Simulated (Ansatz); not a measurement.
Here is the system:

As (simple rhombohedral, space group No. 166), a = 3.867 Å, b = 3.867 Å, c = 4.710 Å, α = 90.00°, β = 90.00°, γ = 120.00°; the cell used has 1 atom.

This is the PBE-relaxed structure.

Task: All from PBE (plane waves, PAW; program Ansatz), unless another level is named. Estimate the electronic character.

Result: metallic (no gap).

Task: What about the density of states at the Fermi level?

Result: 0.44 states/eV per atom (mean over ±0.08 eV).

Space group R-3m (simple rhombohedral). The cell is a constructed one: a structure type filled with these elements. Its sites differ from those of the usual phase in this space group: another stacking or structure type. The cell was relaxed with PBE under the symmetry of its start; whether a distortion lowers the energy is not shown. The volume moved by -26 % from the start of the relaxation. Spin–orbit coupling is left out wherever it is not named.

Potentials: the later of the program's two PAW sets.
